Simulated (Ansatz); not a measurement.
Below is a relaxed structure of Cs₃Li₂. The cell was found from a structure generator's guess, not taken from experiment.

All numbers below come from DFT PBE, scalar-relativistic, plane waves, PAW in Ansatz. Cutoff 420 eV, Γ-centred mesh, Gaussian smearing, no spin polarisation.

```
Cs Li
1.0
     7.56649    0.00000    0.00000
     0.00000    7.56649    0.00000
     0.00000    0.00000    7.56649
Cs Li
3 2
Direct
  0.00000 0.50000 0.50000
  0.50000 0.00000 0.50000
  0.50000 0.50000 0.00000
  0.50000 0.50000 0.50000
  0.00000 0.00000 0.00000
```

Energies over the elements count from the elements' standard structures at the same level, with no fitted energy shifts.

(1) Find its symmetry and describe it.

(2) How far does it lie from the elements in energy?

(3) Is it a metal?

Answers

(1) Pm-3m (No. 221). Conventional cell: a = 7.566 Å. Around Cs lie 2 Li at 3.78 Å, 4 Li at 5.35 Å and 8 Cs at 5.35 Å; Li on its first site has 6 Cs at 3.78 Å; Li on its second site is surrounded by 12 Cs at 5.35 Å (long contacts).

(2) +0.29 eV/atom. A positive value: parting into the elements would lower its energy.

(3) Yes, bands cross the Fermi level on the 6×6×6 mesh.

The last run used a 6×6×6 mesh for its 5-atom cell and Gaussian smearing of 0.10 eV. A structure relaxed within its symmetry needn't be a true minimum.
